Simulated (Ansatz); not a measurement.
# RbGdSe2 in the NaFeO2-type structure

Computed with Ansatz (plane waves, PAW): PBEsol+U, U_eff = 7.0 eV (Dudarev form) on Gd f, fully localised double counting, collinear spin, scalar-relativistic, 420 eV, PAW set soft_2 (made for PBE), 5×5×5 mesh, Gaussian smearing of 0.05 eV.

```
CELL_PARAMETERS angstrom
2.14065 1.23591 7.77139
-2.14065 1.23591 7.77139
0.00000 -2.47181 7.77139
ATOMIC_POSITIONS crystal
Rb 0.50000 0.50000 0.50000
Gd 0.00000 0.00000 0.00000
Se 0.26670 0.26670 0.26670
Se 0.73330 0.73330 0.73330
```

The cell is an idealised prototype at the compound's measured volume; the real structure may be a distorted variant.

Cell and atoms stay fixed. Atoms count from 1 in the text and from 0 in parts of the program's output.

Two runs on this cell converged from different starts. The ends of their outputs, energies left out (λ are the eigenvalues of a shell's occupation matrix):

Run A:

```
Magnetization: 5.0000 μB (32.0000 up, 27.0000 down)
Absolute magnetization: 5.3173 μB (∫|ρ↑−ρ↓|, with the PAW one-centre terms)
Per-site moments (μB) at R_I (Å): [(-0.00531, 1.40183), (5.08119, 1.20428), (-0.05196, 1.20428), (-0.05196, 1.20428)]
--- Magnetisation constraints (ε_frz = 1.0e-4 eV) ---
  site  kind          target   achieved (μB)  |Δ|max (μB)  g (eV/μB)  λ_eff  esc  ok  flags
  cell  total_moment  +3.5000  +5.0000        1.50e0       +0.00e0    0.000  0    —   released
Fermi energy:    7.407936 eV
--- Forces (eV/Å), atoms counted from 1 ---
  atom   1  Rb     0.00000000     0.00000000     0.00000000
  atom   2  Gd     0.00000000     0.00000000     0.00000000
  atom   3  Se     0.00000000     0.00000000     0.17054297
  atom   4  Se     0.00000000     0.00000000    -0.17054297
--- Stress (GPa, compression-positive) ---
       -1.107562       0.000000       0.000000
        0.000000      -1.107562       0.000000
        0.000000       0.000000      -0.419922
  P = ⅓ Tr σ = -0.8783 GPa (-8.783 kbar)
--- Löwdin populations: 4 sites ---
  site symbol       q [e]    m [muB]
     0     Rb      8.2581    -0.0056
     1     Gd     17.3814     5.1636
     2     Se     16.6211    -0.0785
     3     Se     16.6211    -0.0785
--- Occupation matrices: 1 shell (run DFT+U table (all-electron-ortho-atomic); ε = 2.00e-2, under-converged) ---
  Gd1 f_4F up     Tr n = 6.0783  λ = 0.080 1.000 1.000 1.000 1.000 1.000 1.000
  Gd1 f_4F dn     Tr n = 1.0185  λ = 0.000 0.002 0.002 0.003 0.006 0.006 0.998
```

Run B:

```
Magnetization: 7.0000 μB (33.0000 up, 26.0000 down)
Absolute magnetization: 7.2214 μB (∫|ρ↑−ρ↓|, with the PAW one-centre terms)
Per-site moments (μB) at R_I (Å): [(-0.00296, 1.40183), (7.01464, 1.20428), (-0.04156, 1.20428), (-0.04156, 1.20428)]
Fermi energy:    7.992253 eV
--- Forces (eV/Å), atoms counted from 1 ---
  atom   1  Rb     0.00000000     0.00000000     0.00000000
  atom   2  Gd     0.00000000     0.00000000     0.00000000
  atom   3  Se     0.00000000     0.00000000     0.10898128
  atom   4  Se     0.00000000     0.00000000    -0.10898128
--- Stress (GPa, compression-positive) ---
       -1.254040       0.000000       0.000000
        0.000000      -1.254040       0.000000
        0.000000       0.000000      -0.154154
  P = ⅓ Tr σ = -0.8874 GPa (-8.874 kbar)
--- Löwdin populations: 4 sites ---
  site symbol       q [e]    m [muB]
     0     Rb      8.2583    -0.0031
     1     Gd     17.3544     7.1085
     2     Se     16.6331    -0.0556
     3     Se     16.6331    -0.0556
--- Occupation matrices: 1 shell (run DFT+U table (all-electron-ortho-atomic); ε = 5.81e-5) ---
  Gd1 f_4F up     Tr n = 6.9980  λ = 1.000 1.000 1.000 1.000 1.000 1.000 1.000
  Gd1 f_4F dn     Tr n = 0.0275  λ = 0.000 0.002 0.002 0.002 0.006 0.006 0.009
```

Problem. Which run lies higher in energy, by how much, and why?

Solution. Run A, by 819.9 meV/atom. Run A has a gap of 0.51 eV and a whole-number cell moment of 5 μB, as a collinear insulator must have; run B has a gap of 1.68 eV and a whole-number cell moment of 7 μB, as a collinear insulator must have. Flag on run A: possible saddle point, occupations loosely converged. On Gd2, N↑ − N↓ is 5.06 in size in run A against 6.97 in run B: with fewer parallel spins, run A lacks part of the exchange energy behind Hund's first rule. With J = 0 the Hubbard energy is (U/2) Σ λ(1 − λ), a penalty on fractional natural occupations. The sums Σ λ(1 − λ) over the cell's shells are 0.03 for run B and 0.10 for run A, which at U/2 = 3.50 eV give 0.10 and 0.34 eV per cell. Of the difference of 3.28 eV per cell, the Hubbard term gives 0.23 eV and all other terms 3.04 eV, so the Hubbard term itself makes little of it, though U shapes both states. The other terms are taken on each state's own density, so they aren't the result of a run without U.

With one Gd ion in the cell, Gd moments can't oppose each other.

In the lower state the fixed cell carries forces up to 0.11 eV/Å; relaxing would change energies and could change the order of close states.

Run A started from: total moment held at first, then free, 3.50 μB per cell, moments Gd2 3.50 μB. Run B started from: ferromagnetic start, free, symmetry kept, no search, moments Gd2 7.00 μB. At this level the cell was started in 11 ways, of which 1 didn't converge. Run B holds the lowest state found for this cell, which doesn't make it the ground state. Spin–orbit coupling is left out. The value of U was drawn from a range and not derived for this compound; another value can change gaps, moments and the order of states. The program marks an occupation table as loosely converged. Gaps are Kohn–Sham gaps over the k-mesh alone and may be smaller between its points.
